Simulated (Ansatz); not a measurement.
## Relaxing a structure of MnSi

The start is a generated cell, MnSi placed in the FeSi structure type. A full variable-cell relaxation at zero pressure is run with r2SCAN (plane waves to 500 eV, PAW, scalar-relativistic; Ansatz, a program for electronic structure). The first steps use a coarse 5×5×5 k-mesh.

Initial structure:
```
MnSi
1.0
    4.58032     0.00000     0.00000
    0.00000     4.58032     0.00000
    0.00000     0.00000     4.58032
Mn Si
4 4
Direct
  0.13652   0.13652   0.13652
  0.63652   0.36348   0.86348
  0.86348   0.63652   0.36348
  0.36348   0.86348   0.63652
  0.84240   0.84240   0.84240
  0.34240   0.65760   0.15760
  0.15760   0.34240   0.65760
  0.65760   0.15760   0.34240
```
Spin-polarised start, with parallel moments on Mn.

What is the largest force in the starting geometry, and on which atom (counted from 1)?

About 0.3 eV/Å, on Si5, Si6, Si7, Si8 (atoms numbered as listed).

How much energy is released per atom?

Under 0.01 eV/atom.

How does the volume per atom move from start to end?

-1.3 %, from 12.01 to 11.85 Å³/atom.

How do the shortest distances between atoms change?

The closest pairs of elements (up to four, under 3.6 Å), start → end: Mn–Si 2.33 → 2.32 Å; Mn–Mn 2.81 → 2.80 Å; Si–Si 2.84 → 2.82 Å.

What band gap does the relaxed structure have at this level?

Zero (metallic).

What magnetic moments remain?

Net 1.01 μB/atom, ferromagnetic.

What does it relax into? Give the structure.


Space group P2₁3 (No. 198); a = 4.5603 Å, b = 4.5603 Å, c = 4.5603 Å, α = 90.00°, β = 90.00°, γ = 90.00°

```tsv
atom	site	symmetry	x	y	z
Mn	4a	.3.	0.1391	0.1391	0.1391
Si	4a	.3.	0.8453	0.8453	0.8453
```

The space group stays P2₁3 (No. 198) (the run could not lower it); the end is AFLOW prototype AB_cP8_198_a_a (B20, as in FeSi), with 8 atoms in the primitive magnetic cell. Final values are on a 10×10×10 k-mesh of the relaxed cell. Spin state reached: ferromagnetic (net 1.01 μB/atom), from parallel starting moments; other spin orders were not run from this start. r2SCAN tends to overstate moments in metals.

The run could not lose the symmetry of its start; a randomly shaken copy of 8 atoms returns to this structure.
